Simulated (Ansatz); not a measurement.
**Cutoff convergence: CeGa2Pd2**

System: CeGa2Pd2 (parent space group No. 129, strained and rattled), 10 atoms in the cell.

```
CELL_PARAMETERS angstrom
4.42521 0.00159 -0.06173
0.00159 4.32713 -0.01124
-0.14109 -0.02570 9.97749
ATOMIC_POSITIONS crystal
Ce 0.84201 0.81402 0.30983
Ce 0.34792 0.31778 0.81440
Ga 0.85311 0.33824 0.55485
Ga 0.34972 0.80959 0.56514
Ga 0.84395 0.82403 0.93865
Ga 0.34139 0.32545 0.18460
Pd 0.85537 0.31555 0.06302
Pd 0.33591 0.81244 0.07224
Pd 0.83853 0.80628 0.68511
Pd 0.35796 0.31083 0.43203
```

Computed with r²SCAN, plane waves, PAW datasets (generated soft set 1) in Ansatz.

k-mesh 3×3×1 Γ-centred; Fermi–Dirac smearing of 0.15 eV; no spin polarisation; no spin–orbit coupling.

```json
{"cutoff (eV)": "300", "E − E(top) (meV/atom)": "100.8", "pressure at fixed basis (GPa)": "-8.35", "corrected pressure (GPa)": "0.34", "rms force change (meV/Å)": "14.5"}
{"cutoff (eV)": "325", "E − E(top) (meV/atom)": "27.6", "pressure at fixed basis (GPa)": "-2.11", "corrected pressure (GPa)": "0.30", "rms force change (meV/Å)": "3.9"}
{"cutoff (eV)": "350", "E − E(top) (meV/atom)": "11.3", "pressure at fixed basis (GPa)": "-0.24", "corrected pressure (GPa)": "0.22", "rms force change (meV/Å)": "1.4"}
{"cutoff (eV)": "375", "E − E(top) (meV/atom)": "8.7", "pressure at fixed basis (GPa)": "0.15", "corrected pressure (GPa)": "0.22", "rms force change (meV/Å)": "0.7"}
{"cutoff (eV)": "400", "E − E(top) (meV/atom)": "8.0", "pressure at fixed basis (GPa)": "0.13", "corrected pressure (GPa)": "0.21", "rms force change (meV/Å)": "0.5"}
{"cutoff (eV)": "425", "E − E(top) (meV/atom)": "6.9", "pressure at fixed basis (GPa)": "0.08", "corrected pressure (GPa)": "0.21", "rms force change (meV/Å)": "0.5"}
{"cutoff (eV)": "450", "E − E(top) (meV/atom)": "5.3", "pressure at fixed basis (GPa)": "0.06", "corrected pressure (GPa)": "0.21", "rms force change (meV/Å)": "0.7"}
{"cutoff (eV)": "500", "E − E(top) (meV/atom)": "2.7", "pressure at fixed basis (GPa)": "0.10", "corrected pressure (GPa)": "0.21", "rms force change (meV/Å)": "0.4"}
{"cutoff (eV)": "560", "E − E(top) (meV/atom)": "1.2", "pressure at fixed basis (GPa)": "0.16", "corrected pressure (GPa)": "0.20", "rms force change (meV/Å)": "0.3"}
{"cutoff (eV)": "640", "E − E(top) (meV/atom)": "0.5", "pressure at fixed basis (GPa)": "0.18", "corrected pressure (GPa)": "0.20", "rms force change (meV/Å)": "0.1"}
{"cutoff (eV)": "750", "E − E(top) (meV/atom)": "0.0", "pressure at fixed basis (GPa)": "0.18", "corrected pressure (GPa)": "0.20", "rms force change (meV/Å)": "0.0"}
```

Against the 750 eV run, total energies lie within 1 meV/atom from 640 eV on. Forces lie within 20 meV/Å (rms) from 300 eV on. The pressure at a fixed basis moves by -8.53 GPa at 300 eV.

The k-mesh is coarse, so these values belong to this mesh and can lie far from the converged ones. The open f shell is treated without spin here, so this is a model state and not the ground state. With an open f shell the self-consistent state may not be the lowest one.
